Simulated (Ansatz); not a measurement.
Relaxed candidate structures of P2W:

A. P6/mmm (No. 191), hP3; a = 4.474 Å, b = 4.474 Å, c = 2.584 Å, α = 90.00°, β = 90.00°, γ = 120.00°; P 2d (0.333, 0.667, 0.500); W 1b (0.000, 0.000, 0.500)

B. Pmm2 (No. 25), oP9; a = 3.981 Å, b = 7.412 Å, c = 5.313 Å, α = β = γ = 90.00°; P 1a (0.000, 0.000, 0.923); P 2g (0.000, 0.269, 0.734); P 2g (0.000, 0.215, 0.319); P 1d (0.500, 0.500, 0.306); W 2h (0.500, 0.187, 0.055); W 1b (0.000, 0.500, 0.052)

C. P4₂/mnm (No. 136), tP6; a = b = 6.0655 Å, c = 3.0877 Å, α = β = γ = 90.00°; W 2a (0.000, 0.000, 0.000); P 4g (0.212, 0.212, 0.500)

D. I4/mmm (No. 139), tI6, AFLOW prototype AB2_tI6_139_a_e (C11_b, as in Si2Mo); a = 3.243 Å, b = 3.243 Å, c = 7.878 Å, α = 90.00°, β = 90.00°, γ = 90.00°; W 2a (0.000, 0.000, 0.000); P 4e (0.000, 0.000, 0.332)

E. P6₃/mmc (No. 194), hP12; a = b = 5.991 Å, c = 6.066 Å, α = β = 90.00°, γ = 120.00°; W 4f (0.333, 0.667, 0.033); P 2a (0.000, 0.000, 0.000); P 6h (0.341, 0.170, 0.250)

Question: Rank these by energy per atom (lowest first), as PBE (plane waves to 420 eV, PAW, scalar-relativistic; Ansatz, a first-principles code) gives it.

Answer: C (reference), D (+0.05 eV/atom), B (+0.19 eV/atom), A (+0.33 eV/atom), E (+0.80 eV/atom)

The lowest structure calculated, P-3, hP9, AFLOW prototype A2B_hP9_147_g_ad (B_b, as in ZnAg2), is not among these; it lies 0.02 eV/atom below the lowest of them. Probably no minimum, since a slightly shaken restart fell lower: P6/mmm, hP3 (by 0.29 eV/atom, to Immm). Each run could gain symmetry but not lose that of its start, so entries can be saddle points. All of these are generated cells (placed on structure types, drawn at random, substituted or restacked) that were not matched to a known phase here. The real structure of this composition may not be among these. Energies are at zero temperature and pressure, without zero-point motion. The runs use different k-meshes, so differences are rounded accordingly. No spin polarisation in the result.
